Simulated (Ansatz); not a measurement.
**ZrRh₃: computed property card**

ZrRh3:
```yaml
crystal:
  lattice:
    - [3.90468, 0.00000, 0.00000]
    - [0.00000, 3.90468, 0.00000]
    - [0.00000, 0.00000, 3.90468]
  atoms:
    - { symbol: Zr, position: [0.00000, 0.00000, 0.00000] }
    - { symbol: Rh, position: [0.50000, 0.50000, 0.00000] }
    - { symbol: Rh, position: [0.00000, 0.50000, 0.50000] }
    - { symbol: Rh, position: [0.50000, 0.00000, 0.50000] }
```

Space group Pm-3m (No. 221), Cu3Au type; conventional cell a = 3.905 Å, b = 3.905 Å, c = 3.905 Å, α = 90.00°, β = 90.00°, γ = 90.00°.

Method: plane-wave PAW PBEsol (Ansatz code). Geometry: relaxed at this level of theory. Other levels are named where they apply.

**Cell and energy**

Volume per atom: 14.88 Å³
Density: 11.16 g/cm³
Formation energy from the elements (no fitted shifts): -0.69 eV/atom

**Electronic structure**

- Electronic character: metallic (no gap)
- Density of states at the Fermi level: 0.89 states/eV per atom (mean over ±0.08 eV)
- Gap with spin–orbit coupling: none (metallic)

**Mechanics**

* **Bulk modulus (Birch–Murnaghan fit)**: 237 GPa
* **Pressure derivative B′**: 4.7
* **Elastic constants (relaxed ions, GPa)**: C11 = 350, C12 = 181, C44 = 160
* **Mechanical stability**: stable (all eigenvalues of C positive)
* **Hill bulk and shear moduli**: 238 and 124 GPa
* **Young's modulus**: 316 GPa
* **Poisson's ratio**: 0.28
* **Debye temperature from the elastic constants**: 449 K

**Phonons**

- Highest zone-centre frequency = 217 cm⁻¹
- Zone-centre stability = no imaginary mode at Γ

The first step of the workflow began from a Materials Project structure, measured or hypothetical; the Crystallography Open Database files this formula in space group No. 221, but the cells were not matched. Its standing as an ambient phase is unchecked. The cell was relaxed with PBEsol under the symmetry of its start. No spin polarisation was allowed. As this level gives no gap, shear constants depend on the k-mesh and smearing (Fermi–Dirac, 0.1 eV here). As this level gives no gap, phonon frequencies hold no LO–TO term and depend on the k-mesh and smearing (Fermi–Dirac, 0.1 eV here). The references are the lowest solids computed at this level, not always the standard phases. Spin–orbit coupling is left out wherever it is not named.

Potentials: the later of the program's two PAW sets.
